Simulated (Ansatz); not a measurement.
Relaxation of a relaxed Cu cell, doubled along one cell vector, shaken by Gaussian noise of σ = 0.08 Å a coordinate; 8 atoms in the cell, which starts as P1 (No. 1), aP8; a = 2.526 Å, b = 4.375 Å, c = 8.299 Å, α = 90.00°, β = 90.00°, γ = 90.00°. All values below come from r2SCAN (plane waves to 500 eV, PAW, scalar-relativistic; Ansatz, an electronic-structure program). Γ-centred k-mesh 8×15×4 on the run's cell (coarser than for final values), Fermi–Dirac smearing 0.05 eV. This is the first round of the run. 

The optimiser's lines from the output (shortened; P is positive under compression):

```
relax step   1: F+E_penalty+E_count = -53049.44346033 eV  Δ(F+E_penalty+E_count) = +0.000e0 eV  max|allowed force component| = 2.114e0 eV/Å  Δτ_max = 0.0000 Å  P = +3.666 GPa  Ω = 91.703 Å³  (17 SCF iters, dr2 threshold 1.00e-7 eV, accepted)
relax step   2: F+E_penalty+E_count = -53049.72954252 eV  Δ(F+E_penalty+E_count) = -2.861e-1 eV  max|allowed force component| = 1.394e0 eV/Å  Δτ_max = 0.0678 Å  P = +2.296 GPa  Ω = 91.405 Å³  (12 SCF iters, dr2 threshold 8.00e-7 eV, accepted)
relax step   3: F+E_penalty+E_count = -53049.99452077 eV  Δ(F+E_penalty+E_count) = -2.650e-1 eV  max|allowed force component| = 1.754e-2 eV/Å  Δτ_max = 0.1572 Å  P = -0.340 GPa  Ω = 91.930 Å³  (14 SCF iters, dr2 threshold 8.00e-7 eV, accepted)
relax step   4: F+E_penalty+E_count = -53049.99533166 eV  Δ(F+E_penalty+E_count) = -8.109e-4 eV  max|allowed force component| = 2.096e-3 eV/Å  Δτ_max = 0.0128 Å  P = -0.014 GPa  Ω = 91.743 Å³  (8 SCF iters, dr2 threshold 5.54e-7 eV, accepted)
relax step   5: F+E_penalty+E_count = -53049.99535987 eV  Δ(F+E_penalty+E_count) = -2.822e-5 eV  max|allowed force component| = 3.653e-4 eV/Å  Δτ_max = 0.0010 Å  P = +0.001 GPa  Ω = 91.735 Å³  (8 SCF iters, dr2 threshold 8.67e-9 eV, accepted)
relax step   6: F+E_penalty+E_count = -53049.99540104 eV  Δ(F+E_penalty+E_count) = -4.117e-5 eV  max|allowed force component| = 3.567e-4 eV/Å  Δτ_max = 0.0000 Å  P = -0.003 GPa  Ω = 91.735 Å³  stress off target by 1.28e-2 GPa  SCF on the basis re-selected at this cell (its energy is not comparable with the rows above)  (9 SCF iters)
```

From the first to the last row the energy changes by -0.07 eV/atom and the volume by 0.0 %. The last row is marked as not comparable with the walk above it, whose basis was carried along; it does compare with step 1, since both stand on a basis selected at the nominal cutoff for their own cell.

Later rounds, restarted from the end of this one on a renewed k-mesh, logged 6 more steps and released under 0.01 eV/atom more. The final structure after all rounds: P6₃/mmc (No. 194), hP4, AFLOW prototype A_hP4_194_ac (A3', as in La); a = b = 2.5259 Å, c = 8.2987 Å, α = β = 90.00°, γ = 120.00°. No spin polarisation in the result.

The relaxed structure here is a generated cell of Cu: the first start was made by placing the elements on the sites of a structure type, and the end was not matched to a known phase here, so it may be hypothetical. Known forms of Cu include space group No. 225.
